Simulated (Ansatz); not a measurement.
GaN (zinc blende)

```
GaN
1.0
    0.00000     2.24896     2.24896
    2.24896     0.00000     2.24896
    2.24896     2.24896     0.00000
N Ga
1 1
Direct
  0.75000   0.75000   0.75000
  0.00000   0.00000   0.00000
```

Scan: atom 2 (Ga, nearest neighbour N at 1.948 Å; its periodic images, 3.2 Å or more away, move with it) is displaced along Cartesian [110], direction (0.707, 0.707, 0.000) in Cartesian axes, by s. The other atoms stay.

These are r2SCAN (plane waves to 500 eV, PAW, scalar-relativistic; Ansatz, a quantum-chemistry and plane-wave program) values and carry that method's errors. k mesh 10×10×10 (Γ-centred), Fermi-Dirac smearing 0.05 eV. E stands for the smeared free energy. GaN was relaxed with its symmetry unable to fall. The zero of ΔE is the undisplaced structure.

| s (Å) | ΔE (meV/cell) |
|---|---|
| -0.390 | 1094 |
| -0.312 | 673 |
| -0.234 | withheld |
| -0.156 | 159 |
| -0.078 | 39 |
| 0.000 | 0 |
| 0.078 | 39 |
| 0.156 | 159 |
| 0.234 | withheld |
| 0.312 | 673 |
| 0.390 | 1094 |

Question: Fit an even polynomial form (powers 2, 4) to the given rows and predict ΔE at s = -0.234.

Answer: Least squares on the 9 given rows: ΔE = (6414)·s² + (5121)·s⁴, in meV/cell with s in Å; root-mean-square residual 0.1 meV/cell. At -0.234 the fit gives 367 meV/cell; the calculation gives 366 meV/cell, so the interpolation is off by 1 (+0.3 %). The quadratic term alone would give 351 meV/cell.

(A displaced cell: forces are minus the slopes of the energy, force constants its curvatures, and phonons follow from these.)
